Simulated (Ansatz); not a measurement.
# Hf2Sc6Rh: reading a single point

```xyz
9
Lattice="3.7125 6.4303 0.0000 -3.7125 6.4303 0.0000 0.0000 0.0000 3.6922" Properties=species:S:1:pos:R:3 pbc="T T T"
Sc   -1.9157    6.4303    0.0000
Sc    2.8141    4.8742    0.0000
Sc   -0.8984    1.5561    0.0000
Sc    0.7930    6.4303    1.8461
Sc    1.4598    2.5284    1.8461
Sc   -2.2528    3.9019    1.8461
Rh    0.0000    0.0000    1.8461
Hf   -0.0004    4.2871    0.0000
Hf    0.0004    8.5735    0.0000
```

Method: r2SCAN, no spin polarisation; PAW, plane waves to 500 eV, 5×5×9 Γ-centred mesh, fermi-dirac occupations (width 0.134 eV) (Ansatz 0.2.0), atoms fixed.

- Stress: The pressure is 13.2 GPa (compression positive), so with the atoms held at these fractions the cell would first expand; the forces are large, so a full relaxation may end otherwise. The principal stresses 6.6, 16.5, 16.5 GPa differ, so its shape would change too.
- Charges: Bader charges in e: Hf -2.05, Sc +1.09, Rh -2.43. In the mean Sc gives up most and Rh takes most.
- Contacts: Sc–Rh at 2.58 Å: least valence density 0.33 e/Å³ and ELF 0.14 there. Sc–Hf at 2.87 Å: least valence density 0.19 e/Å³ and ELF 0.14 there. Sc–Sc at 3.15 Å: least valence density 0.13 e/Å³ and ELF 0.22 there. These are pseudo-fields; inside the PAW spheres they differ from the all-electron ones.
- Forces: The largest is on Sc1 (and as large on other atoms): 0.83 eV/Å, components (0.83, 0.00, 0.00). It makes 134° with the line to a nearest neighbour, Rh7 at 2.58 Å.
- At the Fermi level: It is a metal, with about 9.8 states/eV a cell as the mean within 0.25 eV of the Fermi level, mostly Sc d (57 %) and Hf d (31 %).

Origin: a known structure type with other elements, at an estimated volume, so it need not be a known compound. Caveats: many states at the Fermi level without spin polarisation, so a magnetic state may lie lower.
